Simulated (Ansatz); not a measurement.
Density of states of a BaLi$_{7}$F$_{9}$ cell (a random packing after short dynamics, relaxed), per eV and atom, broadened by Gaussian smearing of width 0.1 eV and averaged over bins of 0.2 eV, from 8 eV under the Fermi level at most up to where the solved bands end.

Computed with DFT PBE, scalar-relativistic, plane waves, PAW (Ansatz 0.2.0).

Settings: cutoff 420 eV, Γ-centred mesh 3×3×4 on the computed 17-atom cell, Gaussian smearing of 0.02 eV; no spin polarisation.

```xyz
17
Lattice="6.7156 -0.1219 -0.4664 -0.1152 5.8244 -0.0612 -0.4679 -0.0609 5.4222" Properties=species:S:1:pos:R:3 pbc="T T T"
Ba    4.9288    0.0490    3.1779
F     4.1754    3.4253    1.9029
F    -0.1636    2.1901    2.7388
F     1.5631    3.2274    0.7906
F     5.2554    3.5530    4.5890
F     2.4708    4.5895    3.8138
F     2.7476    0.5047    1.4597
F     3.1302    1.5747    4.5104
F     0.1685    0.8631    5.1468
F     0.0537    5.2244    2.1291
Li    0.8503    1.1341    1.5863
Li    6.0260    3.4685    1.0709
Li    3.6446    3.1456    3.7376
Li    3.1635    2.3417    0.7963
Li    0.1622    2.7381    4.5934
Li    1.9140    0.1462    4.9401
Li    1.8232    4.6056    2.0220
```

| E − E_F (eV) | total | F 2p | Li 2s | Ba 6s | F 2s |
| --- | --- | --- | --- | --- | --- |
| -5.65 | 0.121 | 0.114 | 0.003 | 0.000 | 0.000 |
| -5.45 | 0.768 | 0.724 | 0.022 | 0.003 | 0.001 |
| -5.25 | 1.178 | 1.108 | 0.038 | 0.005 | 0.002 |
| -5.05 | 1.308 | 1.232 | 0.040 | 0.004 | 0.003 |
| -4.85 | 1.395 | 1.324 | 0.032 | 0.005 | 0.003 |
| -4.65 | 1.396 | 1.338 | 0.021 | 0.005 | 0.002 |
| -4.45 | 1.583 | 1.531 | 0.016 | 0.004 | 0.002 |
| -4.25 | 1.807 | 1.759 | 0.013 | 0.003 | 0.002 |
| -4.05 | 1.896 | 1.853 | 0.008 | 0.002 | 0.002 |
| -3.85 | 1.811 | 1.774 | 0.006 | 0.001 | 0.001 |
| -3.65 | 1.395 | 1.369 | 0.003 | 0.001 | 0.001 |
| -3.45 | 0.890 | 0.877 | 0.002 | 0.000 | 0.000 |
| -3.25 | 0.332 | 0.328 | 0.000 | 0.000 | 0.000 |
| -3.05 | 0.003 | 0.003 | 0.000 | 0.000 | 0.000 |
| -2.85 | 0.000 | 0.000 | 0.000 | 0.000 | 0.000 |
| -2.65 | 0.000 | 0.000 | 0.000 | 0.000 | 0.000 |
| -2.45 | 0.000 | 0.000 | 0.000 | 0.000 | 0.000 |
| -2.25 | 0.000 | 0.000 | 0.000 | 0.000 | 0.000 |
| -2.05 | 0.000 | 0.000 | 0.000 | 0.000 | 0.000 |
| -1.85 | 0.000 | 0.000 | 0.000 | 0.000 | 0.000 |
| -1.65 | 0.000 | 0.000 | 0.000 | 0.000 | 0.000 |
| -1.45 | 0.000 | 0.000 | 0.000 | 0.000 | 0.000 |
| -1.25 | 0.000 | 0.000 | 0.000 | 0.000 | 0.000 |
| -1.05 | 0.000 | 0.000 | 0.000 | 0.000 | 0.000 |
| -0.85 | 0.000 | 0.000 | 0.000 | 0.000 | 0.000 |
| -0.65 | 0.000 | 0.000 | 0.000 | 0.000 | 0.000 |
| -0.45 | 0.000 | 0.000 | 0.000 | 0.000 | 0.000 |
| -0.25 | 0.000 | 0.000 | 0.000 | 0.000 | 0.000 |
| -0.05 | 0.000 | 0.000 | 0.000 | 0.000 | 0.000 |
| 0.15 | 0.000 | 0.000 | 0.000 | 0.000 | 0.000 |
| 0.35 | 0.000 | 0.000 | 0.000 | 0.000 | 0.000 |
| 0.55 | 0.000 | 0.000 | 0.000 | 0.000 | 0.000 |
| 0.75 | 0.000 | 0.000 | 0.000 | 0.000 | 0.000 |
| 0.95 | 0.000 | 0.000 | 0.000 | 0.000 | 0.000 |
| 1.15 | 0.000 | 0.000 | 0.000 | 0.000 | 0.000 |
| 1.35 | 0.000 | 0.000 | 0.000 | 0.000 | 0.000 |
| 1.55 | 0.000 | 0.000 | 0.000 | 0.000 | 0.000 |
| 1.75 | 0.000 | 0.000 | 0.000 | 0.000 | 0.000 |
| 1.95 | 0.000 | 0.000 | 0.000 | 0.000 | 0.000 |
| 2.15 | 0.000 | 0.000 | 0.000 | 0.000 | 0.000 |
| 2.35 | 0.000 | 0.000 | 0.000 | 0.000 | 0.000 |
| 2.55 | 0.000 | 0.000 | 0.000 | 0.000 | 0.000 |
| 2.75 | 0.000 | 0.000 | 0.000 | 0.000 | 0.000 |
| 2.95 | 0.000 | 0.000 | 0.000 | 0.000 | 0.000 |
| 3.15 | 0.006 | 0.000 | 0.002 | 0.002 | 0.001 |
| 3.35 | 0.011 | 0.000 | 0.004 | 0.003 | 0.002 |
| 3.55 | 0.032 | 0.001 | 0.009 | 0.010 | 0.003 |
| 3.75 | 0.082 | 0.003 | 0.024 | 0.024 | 0.009 |
| 3.95 | 0.086 | 0.004 | 0.023 | 0.025 | 0.007 |
| 4.15 | 0.106 | 0.005 | 0.034 | 0.025 | 0.009 |
| 4.35 | 0.111 | 0.005 | 0.030 | 0.024 | 0.006 |
| 4.55 | 0.046 | 0.002 | 0.017 | 0.002 | 0.003 |
| 4.75 | 0.297 | 0.013 | 0.124 | 0.007 | 0.017 |
| 4.95 | 0.291 | 0.013 | 0.116 | 0.006 | 0.015 |
| 5.15 | 0.304 | 0.014 | 0.115 | 0.014 | 0.012 |
| 5.35 | 0.334 | 0.014 | 0.121 | 0.014 | 0.011 |
| 5.55 | 0.292 | 0.010 | 0.088 | 0.008 | 0.008 |
| 5.75 | 0.446 | 0.012 | 0.088 | 0.011 | 0.007 |

The columns after the total are the largest Löwdin projections on the valence shells of the potentials, so they needn't add up, and the weight of a shell that a potential lacks goes to other orbitals. The cell has a gap on the mesh of 6.54 eV.

Spin-orbit coupling is left out, which matters for the bands of heavy elements. An odd mesh misses points on the zone edge, so a gap read on it can be too wide.

Cost: 2 runs of about 3.1 core-minutes in all (earlier runs that led there not counted), on Arm Neoverse V1 (shared hosts).